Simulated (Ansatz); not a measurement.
As2Se: stationary points along a deformation path

All numbers below come from Ansatz, DFT PBEsol, scalar-relativistic, plane waves, PAW. Cutoff 420 eV, Γ-centred 12×12×12 k-points, Gaussian smearing of 0.15 eV. No spin polarisation. Energies are free energies at this smearing, counted from the undisturbed cell; pressure is positive in compression.

Zero of the scan (relaxed at this level; with this scan's settings it stands at 0.1 GPa; it needn't be the usual structure):

```
As Se
1.0
    -3.46999    3.46999    2.61564
     3.46999   -3.46999    2.61564
     3.46999    3.46999   -2.61564
As Se
4 2
Direct
  0.87500 0.12500 0.75000
  0.37500 0.12500 0.25000
  0.87500 0.62500 0.75000
  0.87500 0.12500 0.25000
  0.50000 0.50000 0.00000
  0.25000 0.75000 0.50000
```

At fixed volume and fractional coordinates, lengths along (0.000, 0.000, 1.000) are scaled against those across it; ρ is that ratio over its starting value. V = 20.996 Å³/atom. Δσ is the stress along the axis less the mean stress across it (compression positive).

```csv
ρ,ΔE (meV/atom),Δσ (GPa),space group
0.800,172.5,14.20,I4_1/amd
0.850,99.7,12.81,I4_1/amd
0.920,28.4,7.44,I4_1/amd
0.960,7.4,3.83,I4_1/amd
1.000,0.0,0.34,I4_1/amd
1.050,6.6,-3.34,I4_1/amd
1.100,26.8,-6.62,I4_1/amd
1.200,98.5,-12.24,I4_1/amd
1.300,200.7,-16.54,I4_1/amd
```

**Question.** How does the stress give the slope of the energy, and where is the energy stationary?

**Answer.** Along the path d ln(length) is 2/3 d ln ρ on the axis and −1/3 d ln ρ across it, so dE/d ln ρ = −(2/3) V Δσ: the energy falls with ρ where Δσ is positive. Δσ vanishes or changes sign between ρ = 1.000 and 1.050, a minimum (near 1.00 by linear interpolation). Pairs of stationary points between two samples would go unseen, and could change a minimum read from distant neighbours into a maximum.

**Question.** Integrate that slope from ρ = 1 to 1.200 by the trapezoid rule.

**Answer.** With V/N in Å³ and 1 eV/Å³ = 160.2 GPa the slopes at ρ = 1.000, 1.050, 1.100, 1.200 are -30, 291, 579, 1069 meV/atom per unit of ln ρ. The steps add 6.4 + 20.2 + 71.7 = 98.3 meV/atom, against 98.5 from the energies; the trapezoid rule misses the curvature of the slope within each step.

In a metal these slopes depend on the k mesh and the smearing.

Cost: 9 runs of about 5.1 core-minutes in all, on Intel Xeon 6975P-C (Granite Rapids) (shared hosts).